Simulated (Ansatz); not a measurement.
The start is a generated cell, BP built in the AFLOW prototype AB_oI4_44_a_b (as in GaAs). The structure is fully relaxed (lattice and positions, P = 0) with PBE (plane waves to 420 eV, PAW, scalar-relativistic; Ansatz, a first-principles code). The first steps use a coarse 11×11×11 k-mesh.

Initial structure:
```yaml
crystal:
  lattice:
    - [-2.12785, 2.18560, 1.17054]
    - [2.12785, -2.18560, 1.17054]
    - [2.12785, 2.18560, -1.17054]
  atoms:
    - { symbol: P, position: [0.00000, 0.00000, 0.00000] }
    - { symbol: B, position: [0.57500, 0.07500, 0.50000] }
```

```json
{
  "initial_pressure": "-14.1 GPa (negative: the cell is under tension)",
  "outcome": "The space group goes from Imm2 (No. 44) to F-43m (No. 216); the end is zinc blende type, with 2 atoms in the primitive cell",
  "energy_released": "1.29 eV/atom",
  "volume_change": "+8.0 %, from 10.89 to 11.76 Å³/atom",
  "Shortest distances (start → end)": "The closest pairs of elements (up to four, under 3.6 Å), start → end: B–P 2.19 → 1.97 Å; P–P 2.34 → 3.22 Å; B–B 2.34 → 3.22 Å",
  "optimiser_moves": "25"
}
```

Final values are on a 12×12×12 k-mesh of the relaxed cell. No spin polarisation in the result.

The run could not lose the symmetry of its start; a randomly shaken copy of 4 atoms returns to this structure.
